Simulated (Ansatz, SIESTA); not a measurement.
## One calculation of GaGe, 3 ways

```
CELL_PARAMETERS angstrom
0.00000 2.89784 2.89784
2.89784 0.00000 2.89784
2.89784 2.89784 0.00000
ATOMIC_POSITIONS crystal
Ge 0.00000 0.00000 0.00000
Ga 0.25000 0.25000 0.25000
```

The cell comes from a database or a generator and needn't be the stable form of this composition.

Alike in all runs: task band structure; functional PBE; k mesh 8 × 8 × 8; occupations fermi-dirac, width 0.05 eV; no spin polarisation; no spin-orbit coupling. Pressure is positive in compression and, in plane waves, holds the error of the finite cutoff, which Ansatz's Pulay term estimates and takes out.

```csv
program and potentials,plane-wave cutoff (eV),notes,pressure (GPa)
"Ansatz, Ansatz PAW",420,-,?
"SIESTA, files PseudoDojo sr-pbe-0.4.1-standard, DZP (energy shift 0.003 Ry; two zetas on semicore shells)",-,atomic basis,0.99
"Ansatz, all-electron LAPW, scalar-relativistic",-,-,0.24
```

Question: Estimate from the other rows what the run with Ansatz, Ansatz PAW gave.

Answer: Pressure 0.23 GPa. Its pressure holds a Pulay term of +0.03 GPa. The other rows, which needn't bracket it: pressure 0.24 to 0.99.
